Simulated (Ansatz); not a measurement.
Cu Kα1 powder pattern (kinematic, no thermal factors).
```tsv
2θ (°)	relative intensity
17.30	20
20.01	8
28.37	4
28.43	4
33.42	10
33.49	5
34.96	76
35.01	76
40.60	100
40.66	50
44.45	5
44.48	3
45.66	4
50.33	2
50.36	2
53.60	2
53.65	2
53.66	1
58.70	15
58.82	60
58.83	15
61.69	2
61.79	2
61.81	2
69.30	1
70.21	19
70.30	19
70.33	9
70.36	9
73.86	14
73.98	14
76.53	1
77.53	1
83.55	1
83.63	1
83.67	1
87.88	9
88.05	5
```

The pattern is computed from a structure relaxed with DFT PBE, scalar-relativistic, plane waves, PAW in Ansatz. No spin polarisation. Its elements are C, Ti, Zr.

Question: Give the structure.

Answer: ZrTi$_{3}$C$_{4}$.
Space group Cmmm (No. 65). a = 6.273 Å, b = 8.867 Å, c = 3.143 Å, α = 90.00°, β = 90.00°, γ = 90.00°
```
atom  site  symmetry       x       y       z
  Zr    2b       mmm  0.5000  0.0000  0.0000
  Ti    2a       mmm  0.0000  0.0000  0.0000
  Ti    4f     ..2/m  0.2500  0.2500  0.5000
   C    4i       m2m  0.5000  0.7444  0.0000
   C    4h       2mm  0.7614  0.0000  0.5000
```

A pattern alone doesn't exclude other cells with like lines; this is the one computed.

It was reached by relaxing an invented guess, and it needn't be the stable form of this composition.
